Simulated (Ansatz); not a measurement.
Starting cell, Ge (diamond):

```
Ge
1.0
    0.00000     2.83729     2.83729
    2.83729     0.00000     2.83729
    2.83729     2.83729     0.00000
Ge
2
Direct
  0.00000   0.00000   0.00000
  0.25000   0.25000   0.25000
```

In each cell atom 2 (Ge, nearest neighbour Ge at 2.457 Å; its periodic images, 4.0 Å or more away, move with it) moves by s·(0.577, 0.577, 0.577) (along Cartesian [111]), the rest being held.

All values below come from r2SCAN (plane waves to 500 eV, PAW, scalar-relativistic; Ansatz, a quantum-chemistry and plane-wave program). k mesh 8×8×8 (Γ-centred), Fermi-Dirac smearing 0.05 eV. Energies are smeared free energies. Stress and pressure are positive under compression. As the smearing reaches across the gap at some points, energies and forces of such displacements shift with the k mesh and the smearing. Ge was relaxed with its symmetry unable to fall. ΔE is measured from the undisplaced structure.

### Question
Estimate the ΔE (eV/cell) and P (GPa) for s (Å) = -0.200, -0.100, -0.050, 0.100, 0.150, 0.200.

### Answer
| s (Å) | ΔE (eV/cell) | P (GPa) |
|---|---|---|
| -0.200 | 0.277 | 1.6 |
| -0.100 | 0.064 | 0.4 |
| -0.050 | 0.015 | 0.1 |
| 0.100 | 0.052 | 0.3 |
| 0.150 | 0.111 | 0.7 |
| 0.200 | 0.185 | 1.1 |

(A displaced cell: forces are minus the slopes of the energy, force constants its curvatures, and phonons follow from these.)
